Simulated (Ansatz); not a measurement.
# Equation of state of In$_{2}$Au

A database entry relaxed whole under r2SCAN (Fm-3m):

```yaml
crystal:
  lattice:
    - [0.00000, 3.28630, 3.28630]
    - [3.28630, 0.00000, 3.28630]
    - [3.28630, 3.28630, 0.00000]
  atoms:
    - { symbol: In, position: [0.25000, 0.25000, 0.25000] }
    - { symbol: In, position: [0.75000, 0.75000, 0.75000] }
    - { symbol: Au, position: [0.00000, 0.00000, 0.00000] }
```

The cell was scaled uniformly, its shape held, and the atoms relaxed at each volume with plane-wave PAW DFT (Ansatz 0.2.0; r2SCAN, 500 eV, 9×9×9 Γ-centred mesh, fermi-dirac occupations of width 0.100 eV; no spin, no spin-orbit coupling). One row is withheld.

| volume (Å³/atom) | energy over the lowest (meV/atom) | pressure (GPa) |
| --- | --- | --- |
| 22.241 | 21.7 | 5.20 |
| 22.714 | 9.3 | 3.23 |
| 23.188 | ? | ? |
| 23.661 | 0.0 | 0.06 |
| 24.134 | 1.7 | -1.20 |
| 24.607 | 6.8 | -2.30 |
| 25.081 | 14.9 | -3.26 |

Problem. Fit the pressures of the other rows to the third-order Birch-Murnaghan form.

Solution. With f = [(V₀/V)^(2/3) − 1]/2 and P = 3B₀f(1 + 2f)^(5/2)[1 + 3(B₀′ − 4)f/2], least squares gives V₀ = 23.68 Å³ an atom, B₀ = 68 GPa and B₀′ = 6.2; the rows miss the fit by less than 0.01 GPa. The slope of the energies differs from these pressures by less than 0.05 GPa.

Problem. What does the withheld row hold?

Solution. The fit gives 1.54 GPa at 23.188 Å³; the run gave 1.53 GPa and 2.4 meV an atom.

Caveats: the shape of the cell was held; 0 K, fixed nuclei; the symmetry was kept, and this need not be the phase that is stable at 0 K; one mesh for all volumes; pressure is positive in compression.
